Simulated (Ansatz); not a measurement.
Screening note. Relaxing one composition in several structure types shows which are competitive, which pressure would favour, and how volume and gap change with structure.

The reference row is PtGe, Pnma oP8. The reference is the lowest phase computed, which need not be the stable form in nature.

Where the numbers come from (Ansatz, a plane-wave PAW program): energy: PBE, total energy at 0 K with the change to a 700 eV cutoff added (comparable within one formula alone); volume per atom: PBE, relaxed cell; gap: PBE; bulk modulus: PBE, equation-of-state fit.

Started from generated or typed cells, with no claim that the phase is known: PtGe, WC type, P-6m2; PtGe, CrB type, Cmcm; PtGe, CsCl type; PtGe, CoSn type, P6/mmm; PtGe, NbAs type, I4₁md. No gap (0.00) means none at this level, which can close a small real gap. Spin–orbit coupling is left out unless named.

Working rules: ΔE = E − E_ref; ΔV = V − V_ref; temperature scale ΔE/k_B = 11.605 K/meV × ΔE.

| crystal | E (eV/atom) | V (Å³/atom) | gap (eV) | B₀ (GPa) | ΔE (meV/atom) | ΔV (Å³/atom) | ΔE/k_B (K) |
|---|---|---|---|---|---|---|---|
| PtGe, WC type, P-6m2 | −8409.229 | 17.75 | 0.00 | – | 238.0 | 0.88 | 2800 |
| PtGe, CrB type, Cmcm | −8409.343 | 16.96 | 0.00 | 126 | 124.0 | 0.09 | 1400 |
| PtGe, CsCl type | −8409.123 | 16.22 | 0.00 | 145 | 344.0 | −0.65 | 4000 |
| PtGe, CoSn type, P6/mmm | −8409.119 | 18.78 | 0.00 | 127 | 504.6 | 1.91 | 5900 |
| PtGe, Pnma oP8, reference | −8409.467 | 16.87 | 0.00 | – | 0.0 | 0.00 | 0 |
| PtGe, NbAs type, I4₁md | −8409.222 | 17.39 | 0.00 | 133 | 245.0 | 0.52 | 2800 |

Check the column «ΔE (meV/atom)» against the rules: one row is wrong, and what depends on it inherits the slip. Find and correct it.

The row of PtGe, CoSn type, P6/mmm shows 504.6. From its own inputs, ΔE = 1000 × (−8409.119 − (−8409.467)) = 348.0 meV/atom. Carried on: ΔE/k_B: 11.605 × 348.0 = 4000 K. The other rows agree with the rules.

With the correction: By ΔE (lowest first): PtGe, Pnma oP8 (0.0 ± 5.0), PtGe, CrB type, Cmcm (124.0 ± 5.0), PtGe, WC type, P-6m2 (238.0 ± 5.0) ≈ PtGe, NbAs type, I4₁md (245.0 ± 5.0), PtGe, CsCl type (344.0 ± 5.0) ≈ PtGe, CoSn type, P6/mmm (348.0 ± 5.0). The ± follows from allowances picked for this note (energy 0.004 eV/atom, 3 meV/atom on the figure itself), carried to first order and added in quadrature, each row's own inputs moving alone; ≈ joins neighbours closer than their two ± added in quadrature. At the edge of that rule, so that a last digit could turn the call: PtGe, WC type, P-6m2 and PtGe, NbAs type, I4₁md.

Vibrational free energy is left out, and phases that were not computed could lie lower. Rows are a sample of the computed phases of this formula. Limits of the draw: a spread of over 30 meV/atom, none over 0.9 eV/atom above the reference, within 8 meV/atom of the lowest or within 3 meV/atom of a neighbour. As a rule kept out of such tables: 4f compounds, open-shell compounds run without a Hubbard term, cells found unstable in the tests at hand, cells close to a higher symmetry, and runs set to a pressure or over 12 % in volume from the crystal's fullest run. A dash marks a value that is not given here.
